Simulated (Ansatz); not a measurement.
CdS (zinc blende)

```yaml
crystal:
  lattice:
    - [0.00000, 5.92662, 5.92662]
    - [2.96331, 2.96331, 5.92662]
    - [2.96331, 2.96331, 0.00000]
  atoms:
    - { symbol: S, position: [0.00000, 0.75000, 0.75000] }
    - { symbol: S, position: [0.50000, 0.75000, 0.75000] }
    - { symbol: Cd, position: [0.00000, 0.00000, 0.00000] }
    - { symbol: Cd, position: [0.50000, 0.00000, 0.00000] }
```

A phonon eigenvector at X = (0.5, 0.5, 0.0) is frozen into this cell: atom i moves by Q times the vector below, so Q is the largest atomic displacement, in Å. The cell is held. It is one choice among 2 degenerate patterns. (q is in reciprocal vectors of the primitive cell; the cell shown is doubled to hold the pattern.)

```
atom       x       y      z
----  ------  ------  -----
S1     0.000  -1.000  0.000
S2     0.000   1.000  0.000
Cd3    0.185   0.000  0.000
Cd4   -0.185   0.000  0.000
```

Method: PBE (plane waves to 420 eV, PAW, scalar-relativistic; Ansatz, a first-principles code). k mesh 10×10×10 (Γ-centred), Fermi-Dirac smearing 0.05 eV. E stands for the smeared free energy. CdS was relaxed with its symmetry unable to fall. ΔE is measured from the undisplaced structure.

```tsv
Q (Å)	ΔE (meV/cell)
-0.1000	86.5
-0.0833	60.0
-0.0667	38.4
-0.0500	withheld
-0.0333	9.6
-0.0167	2.4
0.0000	0.0
0.0167	2.4
0.0333	9.6
0.0500	withheld
0.0667	38.4
0.0833	60.0
0.1000	86.5
```

Question: Fit an even polynomial form (powers 2, 4) to the given rows and predict ΔE at Q = 0.0500.

Answer: Least squares on the 11 given rows: ΔE = (8628)·Q² + (2225)·Q⁴, in meV/cell with Q in Å; root-mean-square residual 0.02 meV/cell. At 0.0500 the fit gives 21.6 meV/cell; the calculation gives 21.6 meV/cell, the same to the digits shown. The quadratic term alone would give 21.6 meV/cell.

(For displaced atoms, the force is minus the slope of the energy, and its curvature is a force constant, which sets phonon frequencies.)
